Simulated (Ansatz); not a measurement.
One crystal and one scan (energy over volume and axial ratio) at two levels, PBE (plane waves to 420 eV, PAW, scalar-relativistic; Ansatz, a quantum-chemistry and plane-wave program) and r2SCAN (plane waves to 500 eV, PAW, scalar-relativistic; Ansatz), each from its own relaxed cell and on its own mesh. The cell shown is that of PBE.

GaN (wurtzite)

```
GaN
1.0
    3.21861     0.00000     0.00000
   -1.60931     2.78740     0.00000
    0.00000     0.00000     5.24355
Ga N
2 2
Direct
  0.66667   0.33333   0.00096
  0.33333   0.66667   0.50096
  0.66667   0.33333   0.62424
  0.33333   0.66667   0.12424
```

The relaxed cell is deformed in two ways at once: its volume V is scaled, and at that volume it is stretched along z (the c axis of the conventional cell) so that c/a changes. Fractional atomic positions are held.

The energy includes the smearing's −TS. GaN was relaxed with its symmetry unable to fall. The PAW data are Ansatz's earlier set. As the atoms are clamped, bonds stretch with the cell, which overstates energies and stresses. Percentages come from the unrounded values. Both scans cover V/V₀ from 0.960 to 1.040 and (c/a)/(c/a)₀ from 0.880 to 1.120.

Results of PBE:

Lattice constant a (Å): 3.219
Lattice constant c (Å): 5.244
Relaxed volume (Å³/atom): 11.76
Modulus against c/a change at fixed volume, (3/4V)·∂²E/∂(ln c/a)² (fit, atoms clamped) (GPa): 174

**Question.** Estimate the r2SCAN values.

**Answer.** 
| quantity | r2SCAN | PBE − r2SCAN |
|---|---|---|
| Lattice constant a (Å) | 3.183 | +0.036 (+1.1 %) |
| Lattice constant c (Å) | 5.184 | +0.060 (+1.2 %) |
| Relaxed volume (Å³/atom) | 11.37 | +0.39 (+3.4 %) |
| Modulus against c/a change at fixed volume, (3/4V)·∂²E/∂(ln c/a)² (fit, atoms clamped) (GPa) | 197 | -23 (-12 %) |

PBE gives the higher value for: lattice constant a; lattice constant c; relaxed volume. PBE gives the lower value for: modulus against c/a change at fixed volume. Neither level is exact: the differences show how much the result hangs on the functional.

(Under strain, the slope of the energy per volume gives the stress and its curvature an elastic modulus.)
